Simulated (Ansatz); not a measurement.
Os: relaxation (Ansatz)

input.yaml:

```yaml
crystal:
  lattice:
    - [2.766479, 0.0, 0.0]
    - [-1.38324, 2.395845, 0.0]
    - [0.0, 0.0, 4.368317]
  atoms:
    - { symbol: Os, position: [0.3333, 0.6667, 0.25] }
    - { symbol: Os, position: [0.6666, 0.3333, 0.75] }
  symmetry: { tolerance: 0.0003 }
kpoints:
  mp_grid: { grid: [14, 14, 8], shift: [0, 0, 0] }
magnetization:
  spin_polarized: false
scf:
  occupations: { method: fermi_dirac }
  lower_state_search: "off"
hamiltonian:
  pseudopotentials: { kind: paw }
  xc: pbe
basis:
  ecutwfc: 420
  fft_grid_basis: typed
relax:
  max_steps: 60
  cell: { p_target: 0.0 }
  f_tol: 0.03
output:
  forces: true
  stress: true
  eigenvalues: true
  bader: true
  populations: true
  elf: true
  write_potential: true
  volumetric_format: npy
  dos:
    e_range: [-12, 8]
    de: 0.05
    projected: { site_lists: { Os: [Os] } }
checkpoint:
  read: saved_state
```

Run with:

```bash
ansatz run input.yaml --threads 2 --pin off --max-ram 2560MiB --backend cpu --events-out ev --progress --plain --runs-dir out
```

Origin of the cell: a database entry, scaled a little.

The smearing width isn't typed, so it takes its default of 0.1 eV.

The saved state is a converged single point of the same cell.

Steps («new basis» is an SCF on plane waves selected anew at the same cell):

| step | ΔF (meV/atom) | max force component (eV/Å) | P (GPa) | volume (Å³) | SCF iterations | step was |
| --- | --- | --- | --- | --- | --- | --- |
| 1 | 0.0 | 0.000 | -5.19 | 28.95 | 6 | accepted |
| 2 | 13.7 | 0.000 | 13.15 | 27.70 | 6 | rejected |
| 3 | -3.3 | 0.000 | -0.31 | 28.59 | 6 | accepted |
| 4 | -3.3 | 0.000 | 0.00 | 28.57 | 6 | accepted |
| 5 | -3.2 | 0.000 | 0.01 | 28.57 | 8 | new basis |

The starting structure.

Space group P6_3/mmc (No. 194); the run's cell has a = 2.766 Å, b = 2.766 Å, c = 4.368 Å, α = 90.00°, β = 90.00°, γ = 120.00°. Shortest distances: Os–Os 2.71 Å.

After:

Space group P6_3/mmc (No. 194); the run's cell has a = 2.755 Å, b = 2.755 Å, c = 4.345 Å, α = 90.00°, β = 90.00°, γ = 120.00°. Shortest distances: Os–Os 2.69 Å.

```xyz
2
Lattice="2.7552 0.0000 0.0000 -1.3776 2.3861 0.0000 0.0000 0.0000 4.3453" Properties=species:S:1:pos:R:3 pbc="T T T"
Os    0.0000    1.5907    1.0863
Os    1.3776    0.7954    3.2590
```

| Quantity | Value |
| --- | --- |
| Free energy lowered by | 3.2 meV/atom |
| Volume change | -1.34 % |
| Final pressure | 0.01 GPa |
| Relaxation steps listed | 5 |
| Gap on the mesh | none (metal) |

Caveats: no moments, though an odd count or open d shells may carry them; no spin-orbit coupling, though heavy elements are present; the relaxation held the start's symmetry, so the end may be a saddle point.

It ran for 18 s on 2 threads of Arm Neoverse V1, on a shared host, peak memory 0.35 GiB, from a saved density.
